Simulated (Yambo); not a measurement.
Yambo run on Li4WO5 (space group I4, No. 79). The wavefunctions are LDA (Quantum ESPRESSO, PseudoDojo norm-conserving, 84 Ry, no spin-orbit coupling) ones on a 4×4×4 mesh (28 occupied bands); a = b = c = 5.0593 Å, α = β = 99.48°, γ = 132.12°.

Yambo input:

```
rim_cut
gw0
dyson
el_el_corr
HF_and_locXC
ppa
em1d
RandQpts= 1000000
RandGvec= 1 Ry
EXXRLvcs= 84 Ry
VXCRLvcs= 336 Ry
Chimod= "HARTREE"
% BndsRnXp
 6 | 51 |
%
NGsBlkXp= 2 Ry
% LongDrXp
 1.0 | 1.0 | 1.0 |
%
PPAPntXp= 27.2114 eV
% GbndRnge
 1 | 51 |
%
GTermKind= "BG"
DysSolver= "n"
ExtendOut
% QPkrange
 3 | 3 | 29 | 29 |
 11 | 11 | 28 | 29 |
%
```

k points by index: 3 = X, 11 = (0.25, -0.25, 0.25).

The o-*.qp file then holds:

```
#    K-point    Band    Eo [eV]    E [eV]    E-Eo [eV]    Vxc [eV]    Vnlxc [eV]    Sc|Eo [eV]    Sc|E [eV]    dSc/dw|Eo [eV]    Re(Z)    Im(Z)
#
    3    29    3.185337    5.138970    1.953633    -17.56640    -12.40385    -2.784121    -3.208918    -5.916438    0.821404    -0.001357
    11    28    0.000000    -0.851147    -0.851147    -19.58845    -25.04336    4.374858    4.603759    -7.316475    0.788096    -0.001579
    11    29    3.296602    5.251459    1.954857    -17.76133    -12.58211    -2.795738    -3.224362    -5.966002    0.820176    -0.001368
```
(The two width columns are left out.) Convergence of these settings isn't established.

Geometry of the Materials Project entry, not relaxed at this level.

The structure is a Materials Project entry; no match was found in the copy of COD used, and its stability was not checked.
